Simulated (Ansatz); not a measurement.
CdSe (zinc blende)

Space group F-43m (No. 216); a = 6.1963 Å, b = 6.1963 Å, c = 6.1963 Å, α = 90.00°, β = 90.00°, γ = 90.00°

```csv
atom,site,symmetry,x,y,z
Se,4c,-43m,0.2500,0.2500,0.2500
Cd,4a,-43m,0.0000,0.0000,0.0000
```
(The calculation used a cell of 2 atoms; values per cell refer to that cell.)

Two coordinates are scanned: the volume, and the ratio of the stretch along z (the conventional c axis) to the stretch across it. Atoms keep their fractional coordinates.

All values below come from PBE (plane waves to 420 eV, PAW, scalar-relativistic; Ansatz, a program for electronic structure). k mesh 9×9×9 (Γ-centred), Fermi-Dirac smearing 0.05 eV. E stands for the smeared free energy. Stress and pressure are positive under compression. CdSe was relaxed with its symmetry unable to fall. The zero of ΔE is the relaxed starting cell.

ΔE (eV/atom), with V/V₀ across and (c/a)/(c/a)₀ down:

```tsv
(c/a)/(c/a)₀ \ V/V₀	0.960	0.980	1.000	1.020	1.040
0.960	0.0086	0.0033	0.0017	0.0035	0.0082
0.980	0.0075	0.0021	0.0004	0.0021	0.0067
1.000	0.0071	0.0017	0.0000	0.0016	0.0062
1.020	0.0075	0.0021	0.0004	0.0021	0.0067
1.040	0.0086	0.0033	0.0018	0.0035	0.0082
```

σzz (GPa), with V/V₀ across and (c/a)/(c/a)₀ down:

```csv
(c/a)/(c/a)₀ \ V/V₀,0.960,0.980,1.000,1.020,1.040
0.960,2.35,1.32,0.40,-0.42,-1.15
0.980,2.19,1.15,0.21,-0.62,-1.37
1.000,2.00,0.94,-0.01,-0.85,-1.61
1.020,1.78,0.70,-0.26,-1.11,-1.87
1.040,1.52,0.43,-0.53,-1.40,-2.17
```

What the scan shows:

Shear modulus C′ = (C11 − C12)/2 (fit, atoms clamped): 8.8 GPa
Lowest place on the grid: V/V₀ = 1.000, (c/a)/(c/a)₀ = 1.000 (0.0 meV/atom)
Highest place on the grid: V/V₀ = 0.960, (c/a)/(c/a)₀ = 1.040 (8.6 meV/atom)

(Under strain, the slope of the energy per volume gives the stress and its curvature an elastic modulus.)
